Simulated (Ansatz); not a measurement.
**Mg3B7BrO13 — ²⁵Mg NMR of the central transition**

Cell: a computed structure from the Materials Project (it need not be an observed phase).

Space group F-43c (No. 219); a = 12.1932 Å.

```
site  Wyckoff  site symmetry       x       y       z
  Mg      24c           -4..  0.0000  0.7500  0.2500
  B7      32e            .3.  0.0804  0.5804  0.4196
 B15      24d           -4..  0.2500  0.5000  0.5000
  Br       8b            23.  0.2500  0.7500  0.2500
 O23      96h              1  0.5205  0.1809  0.4025
 O47       8a            23.  0.0000  0.0000  0.0000
```

One atom of each set is listed; the run and its k-mesh use a cell of 48 atoms with edges of 8.62, 8.62, 8.62 Å.

The numbers come from a DFT calculation in Ansatz (PBE, plane waves and PAW, scalar-relativistic, 420 eV cutoff, Γ-centred 3×3×3 k-points, Fermi–Dirac smearing 0.02 eV).

²⁵Mg has I = 5/2 and Q = 199.4 mb (Pyykkö 2018); at 21.1 T its Larmor frequency is ν₀ = 55.0 MHz. Only the quadrupole interaction is simulated: positions count from each site's isotropic chemical shift, and shift anisotropy, dipolar and J coupling are left out.

**Question.** Give C_Q, η, the quadrupolar product P_Q = |C_Q|(1 + η²/3)^½, the second-order isotropic shift and the breadth of the pattern (static powder) for each Mg site.

**Answer.** 

```
site                                        first shell  C_Q (MHz)     η  P_Q (MHz)  δ_QIS (ppm)  breadth (kHz)
  Mg  4 O at 2.06 Å; also 2 Br at 3.05 Å, 4 O at 3.16 Å       18.3  0.00       18.3         -664            190
```

δ_QIS = −(ν_Q²/30ν₀²)[I(I+1) − 3/4](1 + η²/3) × 10⁶ ppm with ν_Q = 3|C_Q|/[2I(2I−1)]; it falls as 1/B₀² in ppm, and the breadth as 1/B₀ in kHz.

An axis of threefold or higher order runs through Mg, so V_zz lies along it and η is zero.

The run took 1.8 min of wall time (1.8 min of CPU time) and 0.92 GiB at its peak, on 1 thread of Arm Neoverse N1 (aarch64; 8 cores open to the job, memory cap 2.5 GiB, no GPU), a shared host with a load of 0.4 a core.
